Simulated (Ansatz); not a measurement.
Theory: DFT PBE, scalar-relativistic, plane waves, PAW in Ansatz. The final run on the 10-atom cell used 420 eV, a Γ-centred 10×10×10 mesh, 0.02 eV smearing and no spin polarisation.

Formation energies are uncorrected and refer to the elements' standard structures at the same level. The references include black phosphorus.

**Question.** Find a candidate tetragonal semiconductor with formula Al₃Ga₂P₅, with a gap near 1.6 eV, a formation energy near −0.55 eV/atom and about 21 Å³ per atom, in a cell of 10 atoms. Its symmetry should be I-4m2 (No. 119).

**Answer.** Al₃Ga₂P₅, space group I-4m2 (No. 119). Around Al on a site of symmetry 2mm lie 4 P at 2.38 Å; Al on a site of symmetry -4m2 is surrounded by 4 P at 2.38 Å; around Ga lie 4 P at 2.38–2.39 Å; around P on a site of symmetry 2mm lie 4 Al at 2.38 Å; 2 more sites not described.

Space group I-4m2 (No. 119). a = 3.894 Å, b = 3.894 Å, c = 27.532 Å, α = 90.00°, β = 90.00°, γ = 90.00°
| atom | site | symmetry | x | y | z |
| --- | --- | --- | --- | --- | --- |
| Al | 4e | 2mm. | 0.5000 | 0.5000 | 0.4000 |
| Al | 2b | -4m2 | 0.5000 | 0.5000 | 0.0000 |
| Ga | 4e | 2mm. | 0.5000 | 0.5000 | 0.2000 |
| P | 4f | 2mm. | 0.5000 | 0.0000 | 0.4500 |
| P | 4f | 2mm. | 0.0000 | 0.5000 | 0.1498 |
| P | 2d | -4m2 | 0.5000 | 0.0000 | 0.2500 |

| Item | Value |
| --- | --- |
| Volume per atom | 20.88 Å³ |
| Density | 2.98 g/cm³ |
| Formation energy | −0.552 eV/atom |
| Gap on the 10×10×10 mesh of the 10-atom cell | 1.60 eV |

The cell was found from a structure generator's guess, not taken from experiment. The answer needn't be unique; the calculation gave this one.

Kohn–Sham gaps at this level usually fall short of measured ones. The reference form of P is held partly by dispersion forces, which this level lacks. Symmetry constrained the relaxation, so the result can be a saddle point.
